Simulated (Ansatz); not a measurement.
**WS2 with oxygen replacing S: field gradients at two levels of theory**

Cell: a supercell of WS2 (space group P6_3/mmc) built from a COD entry, with the ions relaxed around the defect (PBE).

Space group P3m1 (No. 156); a = 9.5400, c = 12.5000 Å, γ = 120.00°.

```csv
site,Wyckoff,site symmetry,x,y,z
W1,1a,3m.,0.0000,0.0000,0.2495
W2,6e,1,0.0000,0.3333,0.2499
W6,1b,3m.,0.3333,0.6667,0.2499
W8,1c,3m.,0.6667,0.3333,0.2498
W10,3d,.m.,0.1072,0.8928,0.7508
W12,3d,.m.,0.1115,0.5558,0.7471
W14,3d,.m.,0.4435,0.2217,0.7485
O,1a,3m.,0.0000,0.0000,0.6627
S20,6e,1,0.0003,0.3288,0.6232
S24,1b,3m.,0.3333,0.6667,0.6214
S26,1c,3m.,0.6667,0.3333,0.6232
S28,3d,.m.,0.1113,0.8887,0.1243
S30,3d,.m.,0.1111,0.5556,0.1244
S32,3d,.m.,0.4444,0.2222,0.1243
S37,1a,3m.,0.0000,0.0000,0.8828
S38,6e,1,0.0019,0.3340,0.8734
S42,1b,3m.,0.3333,0.6667,0.8722
S44,1c,3m.,0.6667,0.3333,0.8738
S46,3d,.m.,0.1109,0.8891,0.3753
S48,3d,.m.,0.1111,0.5555,0.3754
S50,3d,.m.,0.4444,0.2222,0.3754
```

One atom of each set is listed.

First run. Computed with Ansatz: DFT, PBE, plane waves and PAW, scalar-relativistic, 420 eV cutoff, Γ-centred 3×3×2 k-points, Fermi–Dirac smearing 0.01 eV.

| site | V_zz (10²¹ V/m²) | η |
| --- | --- | --- |
| W1 | -17.58 | 0.00 |
| W2 | -17.53 | 0.00 |
| W6 | -17.53 | 0.00 |
| W8 | -17.43 | 0.00 |
| W10 | -15.16 | 0.12 |
| W12 | -17.15 | 0.14 |
| W14 | -17.48 | 0.05 |
| O | -5.43 | 0.00 |
| S20 | -4.41 | 0.16 |
| S24 | -4.57 | 0.00 |
| S26 | -4.71 | 0.00 |
| S38 | -5.01 | 0.15 |
| S42 | -4.68 | 0.00 |
| S46 | -4.68 | 0.01 |

Second run. The same atoms and settings, except that the functional is r2SCAN and the cutoff is 500 eV.

(1) What does the second run give?

## Answers

(1) 

```json
{"site": "W1", "V_zz": "-17.49", "η": "0.00", "change of V_zz": "+0.09"}
{"site": "W2", "V_zz": "-17.41", "η": "0.00", "change of V_zz": "+0.12"}
{"site": "W6", "V_zz": "-17.41", "η": "0.00", "change of V_zz": "+0.12"}
{"site": "W8", "V_zz": "-17.33", "η": "0.00", "change of V_zz": "+0.10"}
{"site": "W10", "V_zz": "-15.03", "η": "0.07", "change of V_zz": "+0.13"}
{"site": "W12", "V_zz": "-17.01", "η": "0.14", "change of V_zz": "+0.14"}
{"site": "W14", "V_zz": "-17.35", "η": "0.05", "change of V_zz": "+0.13"}
{"site": "O", "V_zz": "-5.62", "η": "0.00", "change of V_zz": "-0.19"}
{"site": "S20", "V_zz": "-4.50", "η": "0.14", "change of V_zz": "-0.09"}
{"site": "S24", "V_zz": "-4.64", "η": "0.00", "change of V_zz": "-0.07"}
{"site": "S26", "V_zz": "-4.78", "η": "0.00", "change of V_zz": "-0.07"}
{"site": "S38", "V_zz": "-5.07", "η": "0.16", "change of V_zz": "-0.06"}
{"site": "S42", "V_zz": "-4.76", "η": "0.00", "change of V_zz": "-0.08"}
{"site": "S46", "V_zz": "-4.71", "η": "0.01", "change of V_zz": "-0.03"}
```

The largest change of V_zz is on O, from -5.43 to -5.62. The whole tensor moves most on W10, by 0.53 along its most changed direction. In per cent, |V_zz| changes by -1 on W, +3 on O, +1 to +2 on S (all sites that start above 0.5). The table leaves out 7 of the 21 sites, with |V_zz| up to 5.08; their tensors move by 0.07 at most along any direction. The statements above cover all sites.

The defect repeats with the cell of 54 atoms, so it feels its images: sites between two images don't show the values beside a lone defect, and zeros or small values of η there can come from the images' arrangement. S and W carry a gradient in the pure host already, so the values there aren't the defect's effect alone. The relaxation keeps the site symmetry 3m of the start, so the impurity can move only along its axis; a start off the site could end lower. Without spin–orbit coupling the gradients at and beside W can be off by some per cent, at some sites by more.
